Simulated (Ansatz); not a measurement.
La₂O₃:
```
CELL_PARAMETERS angstrom
      3.93533     0.00000     0.00000
     -1.96766     3.40809     0.00000
      0.00000     0.00000     6.12550
ATOMIC_POSITIONS crystal
  La 0.66667 0.33333 0.75389
  La 0.33333 0.66667 0.24611
  O  0.66667 0.33333 0.35386
  O  0.33333 0.66667 0.64614
  O  0.00000 0.00000 0.00000
```

Relaxed with r²SCAN.

### Question
Decompose the optical modes at the zone centre into irreducible representations, and say which are infrared and Raman allowed.

### Answer
Point group -3m: Γ_opt = 2A1g + 2A2u + 2Eg + 2Eu. Infrared: A2u, Eu. Raman: A1g, Eg.

### Question
Assign frequencies (DFPT, DFT-r²SCAN in the program Ansatz with PAW potentials; without the LO–TO term).

### Answer
Eg 102, Eu 186, A1g 189, A2u 190, Eu 358, Eg 391, A1g 392, A2u 441 cm⁻¹.

Space group P-3m1 (La2O3 or Ni2Al3 type). The r²SCAN relaxation kept the symmetry of its start; of distortions, only those at the zone centre were tested. Scalar-relativistic: spin–orbit coupling is off unless named, which matters more the heavier the elements.

Potentials: the earlier of the program's two PAW sets.
